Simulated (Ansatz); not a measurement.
Notes on Al2CdPt4

```
Pt Cd Al
1.0
     0.00000    5.25360    0.00000
     5.25360    0.00000    0.00000
     2.62680    2.62680   -4.87214
Pt Cd Al
4 1 2
Direct
  0.37000 0.38000 0.74000
  0.62000 0.11000 0.26000
  0.89000 0.88000 0.74000
  0.12000 0.63000 0.26000
  0.50000 0.50000 0.00000
  0.75000 0.25000 0.50000
  0.00000 0.00000 0.00000
```

Level: PBE, no spin polarisation; 420 eV; 7×7×7 Γ-centred mesh; gaussian occupations (width 0.2445 eV); Ansatz 0.2.0, fixed geometry.

(1) How is the charge shared?

(2) What happens at the Fermi level?

(3) Describe some of the short contacts.

(4) What does the stress say?

(5) What is the formation energy?

(6) Where is the largest force?

Origin: a known structure type with other elements, at an estimated volume, so it need not be a known compound. Caveats: atoms or cell far from equilibrium; wide smearing.

Answers

(1) Bader charges in e: Al +2.14, Cd +0.49, Pt -1.19. In the mean Al gives up most and Pt takes most.

(2) It is a metal, with about 2.1 states/eV a cell as the mean within 0.25 eV of the Fermi level, mostly Pt d (39 %), Pt s (31 %) and Al p (15 %).

(3) Pt–Cd at 2.28 Å: least valence density 0.81 e/Å³ and ELF 0.23 there. Pt–Al at 2.22 Å is left out, since its least density falls inside a PAW sphere. These are pseudo-fields; inside the PAW spheres they differ from the all-electron ones.

(4) The pressure is 34.4 GPa (compression positive), so with the atoms held at these fractions the cell would first expand; the forces are large, so a full relaxation may end otherwise. The principal stresses 29.9, 36.6, 36.6 GPa differ, so its shape would change too.

(5) 0.82 eV an atom against the elements' usual phases (free molecules for gases, crystals otherwise, with no correction for O₂ or N₂), so at this geometry it isn't bound against them. Relaxing would lower it.

(6) The largest is on Pt4 (and as large on other atoms): 5.82 eV/Å, components (4.10, 0.07, -4.13). It makes 91° with the line to a nearest neighbour, Al7 at 2.22 Å.
